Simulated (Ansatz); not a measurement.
Profile along the Cr–Cr line in Cr (bcc, W type)

Cr (bcc, W type)

```
CELL_PARAMETERS angstrom
     -1.41466     1.41466     1.41466
      1.41466    -1.41466     1.41466
      1.41466     1.41466    -1.41466
ATOMIC_POSITIONS crystal
  Cr 0.00000 0.00000 0.00000
```

Fields along a shortest Cr–Cr line of a {211} plane (2.45 Å), from Cr to Cr, interpolated on the slice's grid (step about 0.1 Å). Level of theory: r2SCAN (plane waves to 500 eV, PAW, scalar-relativistic; Ansatz, a first-principles code). k mesh 23×23×23. Inside the PAW spheres the values are not all-electron values, and peaks at nuclei hang on which shells count as valence. Cr is run without spin polarisation. Cr was relaxed with its symmetry unable to fall. Real Cr orders magnetically; this run has no moments, which shifts volume and moduli.

| distance from Cr (Å) | valence electron density (e/Å³) | electron localisation function |
|---|---|---|
| 0.00 | 22.71 | x |
| 0.12 | 21.00 | x |
| 0.25 | 16.67 | x |
| 0.37 | 11.45 | x |
| 0.49 | 6.88 | x |
| 0.61 | 3.66 | 0.63 |
| 0.74 | 1.75 | 0.43 |
| 0.86 | 0.84 | 0.26 |
| 0.98 | 0.52 | 0.20 |
| 1.10 | 0.42 | 0.24 |
| 1.23 | 0.39 | 0.27 |
| 1.35 | 0.42 | 0.24 |
| 1.47 | 0.52 | 0.20 |
| 1.59 | 0.84 | 0.26 |
| 1.72 | 1.75 | 0.43 |
| 1.84 | 3.66 | 0.63 |
| 1.96 | 6.88 | x |
| 2.08 | 11.45 | x |
| 2.21 | 16.67 | x |
| 2.33 | 21.00 | x |
| 2.45 | 22.71 | x |

x: too close to a nucleus for the ELF to mean much.

Density on the Cr–Cr line (2.45 Å) at its midpoint: 0.39 e/Å³. ELF at that point: 0.3.
